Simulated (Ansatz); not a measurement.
Li₂O (anti-fluorite, Fm-3m), DFT-PBE in the program Ansatz with PAW potentials, all energies at zero smearing, with the estimated change up to a 700 eV cutoff added, with one set of potentials and settings (totals compare only within such a set). Cell of 3 atoms (2 Li, 1 O): -979.869 eV.

```tsv
element	reference phase	E (eV/atom)
Li	Fm-3m, 1 atoms in the cell	-204.6902
O	C2/m, 4 atoms in the cell, spin-polarised	-565.0000
```

Formation energy per atom, worked out: (-979.869 − 2×(-204.6902) − 1×(-565.0000))/3 = -1.829 eV/atom (-177 kJ per mol of atoms), at 0 K, without zero-point energy or fitted corrections.

The PBE relaxation kept the symmetry of its start. The references are the lowest solids computed at this level, not always the standard phases (solids in place of the gases).

Potentials: the later of the program's two PAW sets.
